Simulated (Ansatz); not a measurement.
Total density of states per atom from plane-wave PAW r²SCAN (Ansatz code), in 0.25 eV bins, energy from the valence-band maximum:

```
E (eV) | states/eV/atom
    -7.85 |  0.00
    -7.60 |  0.00
    -7.35 |  0.00
    -7.10 |  0.00
    -6.85 |  0.00
    -6.60 |  0.00
    -6.35 |  0.00
    -6.10 |  0.00
    -5.85 |  0.00
    -5.60 |  0.00
    -5.35 |  0.00
    -5.10 |  0.00
    -4.85 |  0.00
    -4.60 | ## 0.09
    -4.35 | ############### 0.57
    -4.10 | ############# 0.51
    -3.85 | ############## 0.56
    -3.60 | ###################### 0.85
    -3.35 | ######################### 0.97
    -3.10 | ####################### 0.91
    -2.85 | ############################ 1.09
    -2.60 | ################ 0.61
    -2.35 | ################ 0.61
    -2.10 | ################# 0.66
    -1.85 | ############# 0.51
    -1.60 | ##################### 0.81
    -1.35 | ############################## 1.17
    -1.10 | ####################### 0.88
    -0.85 | ############################# 1.11
    -0.60 | ########################### 1.04
    -0.35 | ################# 0.64
    -0.10 | ########## 0.38
     0.15 |  0.00
     0.40 |  0.00
     0.65 |  0.00
     0.90 |  0.00
     1.15 |  0.00
     1.40 |  0.00
     1.65 |  0.00
     1.90 |  0.00
     2.15 |  0.00
     2.40 | # 0.02
     2.65 | ## 0.06
     2.90 | ### 0.13
     3.15 | ########## 0.41
     3.40 | ######## 0.29
     3.65 | ######## 0.33
     3.90 | ##################### 0.83
     4.15 | ##################### 0.83
     4.40 | ################### 0.73
     4.65 | ######### 0.33
     4.90 | ## 0.07
     5.15 | ### 0.12
     5.40 | ###### 0.24
     5.65 | ####### 0.29
     5.90 | ####### 0.28
     6.15 | ######## 0.29
     6.40 | ######### 0.35
     6.65 | ############## 0.55
     6.90 | ################ 0.63
     7.15 | ######## 0.32
```

Q: Which of these materials gives this?
A. SiO2, R32 (Si on 9e, O on 9e, O on 9d)
B. TiNi, P2_1/m (Ti on 2e, Ni on 2e)
C. SiO2, P4_12_12 (Si on 4a, O on 8b)
D. Sr3Ti2O7, I4/mmm (Pearson symbol tI24)

A: D, Sr3Ti2O7, I4/mmm (Pearson symbol tI24). Top 1 eV of the valence band: O 2p 95 %. Bottom 1 eV of the conduction band: Ti 3d 87 %, O 2p 10 %. Projections are on Löwdin-orthogonalised atomic valence shells; empty p or d shells of many metals are not among them.

The workflow started from a Materials Project entry (that database holds measured and hypothetical structures alike); the Crystallography Open Database files this formula in space group No. 139, but the cells were not matched. Its standing as an ambient phase is unchecked. The cell was relaxed with r²SCAN under the symmetry of its start; whether a distortion lowers the energy is not shown. No spin polarisation was allowed. Scalar-relativistic: spin–orbit coupling is off unless named, which matters more the heavier the elements.

Potentials: the later of the program's two PAW sets.
